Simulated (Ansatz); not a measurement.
Relaxation of a randomly generated symmetric cell of TaSi2 (space group No. 123); 3 atoms in the cell, which starts as P4/mmm (No. 123), tP3; a = b = 3.3724 Å, c = 3.9700 Å, α = β = γ = 90.00°. The numbers are results of r2SCAN (plane waves to 500 eV, PAW, scalar-relativistic; Ansatz, a quantum-chemistry and plane-wave program), not measurements. Γ-centred k-mesh 7×7×6 on the run's cell (coarser than for final values), Fermi–Dirac smearing 0.05 eV. This is the first round of the run. 

The optimiser's lines from the output (shortened; P is positive under compression):

```
relax step   1: F+E_penalty+E_count = -11218.07770557 eV  Δ(F+E_penalty+E_count) = +0.000e0 eV  max|allowed force component| = 1.497e-29 eV/Å  Δτ_max = 0.0000 Å  P = +40.470 GPa  Ω = 45.151 Å³  (8 SCF iters, dr2 threshold 1.00e-7 eV, accepted)
relax step   2: F+E_penalty+E_count = -11219.07149256 eV  Δ(F+E_penalty+E_count) = -9.938e-1 eV  max|allowed force component| = 4.142e-30 eV/Å  Δτ_max = 0.0000 Å  P = +21.609 GPa  Ω = 49.310 Å³  (8 SCF iters, dr2 threshold 3.00e-7 eV, accepted)
relax step   3: F+E_penalty+E_count = -11219.55133559 eV  Δ(F+E_penalty+E_count) = -4.798e-1 eV  max|allowed force component| = 2.153e-30 eV/Å  Δτ_max = 0.0000 Å  P = +8.702 GPa  Ω = 53.100 Å³  (8 SCF iters, dr2 threshold 3.00e-7 eV, accepted)
relax step   4: F+E_penalty+E_count = -11219.69042597 eV  Δ(F+E_penalty+E_count) = -1.391e-1 eV  max|allowed force component| = 2.030e-30 eV/Å  Δτ_max = 0.0000 Å  P = +1.982 GPa  Ω = 55.930 Å³  (7 SCF iters, dr2 threshold 3.00e-7 eV, accepted)
relax step   5: F+E_penalty+E_count = -11219.70562996 eV  Δ(F+E_penalty+E_count) = -1.520e-2 eV  max|allowed force component| = 8.546e-30 eV/Å  Δτ_max = 0.0000 Å  P = +1.630 GPa  Ω = 56.386 Å³  (6 SCF iters, dr2 threshold 3.00e-7 eV, accepted)
relax step   6: F+E_penalty+E_count = -11219.70980561 eV  Δ(F+E_penalty+E_count) = -4.176e-3 eV  max|allowed force component| = 4.339e-30 eV/Å  Δτ_max = 0.0000 Å  P = -0.128 GPa  Ω = 57.338 Å³  (6 SCF iters, dr2 threshold 3.00e-7 eV, accepted)
relax step   7: F+E_penalty+E_count = -11219.70986187 eV  Δ(F+E_penalty+E_count) = -5.627e-5 eV  max|allowed force component| = 3.147e-30 eV/Å  Δτ_max = 0.0000 Å  P = +0.006 GPa  Ω = 57.287 Å³  (4 SCF iters, dr2 threshold 1.01e-7 eV, accepted)
relax step   8: F+E_penalty+E_count = -11219.70986292 eV  Δ(F+E_penalty+E_count) = -1.045e-6 eV  max|allowed force component| = 4.314e-30 eV/Å  Δτ_max = 0.0000 Å  P = +0.001 GPa  Ω = 57.297 Å³  (6 SCF iters, dr2 threshold 3.24e-9 eV, accepted)
relax step   9: F+E_penalty+E_count = -11219.71393181 eV  Δ(F+E_penalty+E_count) = -4.069e-3 eV  max|allowed force component| = 4.174e-30 eV/Å  Δτ_max = 0.0000 Å  P = +0.058 GPa  Ω = 57.297 Å³  stress off target by 1.33e-1 GPa  SCF on the basis re-selected at this cell (its energy is not comparable with the rows above)  (8 SCF iters)
relax step  10: F+E_penalty+E_count = -11219.71396060 eV  Δ(F+E_penalty+E_count) = -2.879e-5 eV  max|allowed force component| = 1.073e-30 eV/Å  Δτ_max = 0.0000 Å  P = +0.005 GPa  Ω = 57.363 Å³  (5 SCF iters, dr2 threshold 4.45e-8 eV, accepted)
relax step  11: F+E_penalty+E_count = -11219.71397146 eV  Δ(F+E_penalty+E_count) = -1.086e-5 eV  max|allowed force component| = 4.224e-30 eV/Å  Δτ_max = 0.0000 Å  P = +0.004 GPa  Ω = 57.363 Å³  stress off target by 1.47e-2 GPa  SCF on the basis re-selected at this cell (its energy is not comparable with the rows above)  (5 SCF iters)
```

From the first to the last row the energy changes by -0.55 eV/atom and the volume by +27.0 %. The last row is marked as not comparable with the walk above it, whose basis was carried along; it does compare with step 1, since both stand on a basis selected at the nominal cutoff for their own cell.

Later rounds, restarted from the end of this one on a renewed k-mesh, logged 9 more steps. The final structure after all rounds: P4/mmm (No. 123), tP3; a = 3.5133 Å, b = 3.5133 Å, c = 4.6417 Å, α = 90.00°, β = 90.00°, γ = 90.00°. Between re-selections the logged energies stand on a plane-wave basis carried along with the cell. No spin polarisation in the result. The relaxed primitive cell holds an odd number of electrons. A magnetic state may lie lower.

The run could not lower the symmetry of its start; a shaken copy of this end point relaxes with r2SCAN to Pmmm (No. 47), 0.94 eV/atom lower.

The relaxed structure here is a generated cell of TaSi2: the first start was made by a random draw of sites in a space group, and the end was not matched to a known phase here, so it may be hypothetical. Known forms of TaSi2 include space group No. 181.
